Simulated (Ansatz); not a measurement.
Te (trigonal Se type), relaxed with LDA (Ansatz, an electronic-structure program, plane waves, PAW): a = b = 4.278 Å, c = 5.927 Å, α = β = 90.00°, γ = 120.00°.

```
Property              Result
--------------------  ------
gap (eV)                none
B₀ by P(V) fit (GPa)    36.6
```

Problem. The same phase is relaxed and computed with r²SCAN in the same code. What are the cell and these values now?

Solution. a = b = 4.6250 Å, c = 5.9028 Å, α = β = 90.00°, γ = 120.00°.

- gap (eV): 0.55
- B₀ by P(V) fit (GPa): 12.6

Weakly bound layers, chains or molecules computed without a dispersion correction, so cells and soft constants are ill determined: Te, trigonal Se type with LDA; Te, trigonal Se type with r²SCAN. All cells were relaxed under the symmetry of their starts (and spin orders); stability against distortions was not tested throughout. Scalar-relativistic: spin–orbit coupling is off unless named, which matters more the heavier the elements.

Potentials: the later of the program's two PAW sets.

Ansatz is a plane-wave DFT program.
